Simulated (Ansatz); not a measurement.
Here is the system:

Zn₃InGaO₆:
```xyz
11
Lattice="1.6448 0.9496 13.7902 -1.6448 0.9496 13.7902 0.0000 -1.8993 13.7902" Properties=species:S:1:pos:R:3 pbc="T T T"
Zn     0.0000     0.0000    10.8017
Zn     0.0000     0.0000    30.6696
Zn     0.0000     0.0000    35.8155
In     0.0000     0.0000     0.0503
Ga     0.0000     0.0000     5.6631
O      0.0000     0.0000    37.7852
O      0.0000     0.0000     3.6965
O      0.0000     0.0000     7.6397
O      0.0000     0.0000    33.2529
O      0.0000     0.0000    28.7198
O      0.0000     0.0000    12.7604
```

This is the PBEsol-relaxed structure. Tensor components refer to the Cartesian frame of this cell.

### Question
All from the program Ansatz at the PBEsol level (PAW), unless another level is named. Estimate the Debye temperature from the elastic constants.

### Answer
428 K.

### Question
What about the elastic constants (relaxed ions, GPa)?

### Answer
C11 = 232, C12 = 134, C13 = 114, C14 = -4.8, C33 = 252, C44 = 47.0.

### Question
Give the piezoelectric stress constants (proper, relaxed ions, C/m²).

### Answer
e15 = e24 = -0.10, e16 = e21 = -0.09, e22 = 0.09, e31 = e32 = -0.06, e33 = 0.36.

Space group R3m. The workflow started from a Materials Project entry (that database holds measured and hypothetical structures alike); the Crystallography Open Database copy checked does not list it. Its standing as an ambient phase is unchecked. The PBEsol relaxation kept the symmetry of its start; its stability against distortions is not shown here.

Potentials: the later of the program's two PAW sets.
